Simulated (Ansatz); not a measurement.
Here is the system:

Zr$_{2}$SiN:
```
CELL_PARAMETERS angstrom
      3.22212     0.00000     0.00000
     -1.61106     2.79044     0.00000
      0.00000     0.00000    13.43685
ATOMIC_POSITIONS crystal
  Zr 0.66667 0.33333 0.59492
  Zr 0.33333 0.66667 0.40508
  Zr 0.33333 0.66667 0.09492
  Zr 0.66667 0.33333 0.90508
  Si 0.66667 0.33333 0.25000
  Si 0.33333 0.66667 0.75000
  N  0.00000 0.00000 0.50000
  N  0.00000 0.00000 0.00000
```

This is the PBEsol-relaxed structure. Cartesian axes are those of the cell as given.

Problem. All from DFT-PBEsol in the program Ansatz with PAW potentials, unless another level is named. Give the Hill bulk and shear moduli.

Solution. 176 and 90.3 GPa.

Problem. Predict the highest zone-centre frequency.

Solution. 65.3 meV.

Problem. What about the elastic constants (relaxed ions, GPa)?

Solution. C11 = 251, C12 = 112, C13 = 143, C33 = 297, C44 = 139.

Space group P6_3/mmc. The start of the workflow was typed in or built on a structure type; neither database checked (COD, Materials Project) lists it. Whether it is the stable phase at ambient conditions was not checked. The PBEsol relaxation kept the symmetry of its start; its stability against distortions is not shown here. No spin polarisation was allowed. As this level gives no gap, shear constants depend on the k-mesh and smearing (Fermi–Dirac, 0.1 eV here).

Potentials: the earlier of the program's two PAW sets. The files were generated under PBE; for other functionals the program regenerates the frozen cores, and for LDA and PBEsol the local potential too.
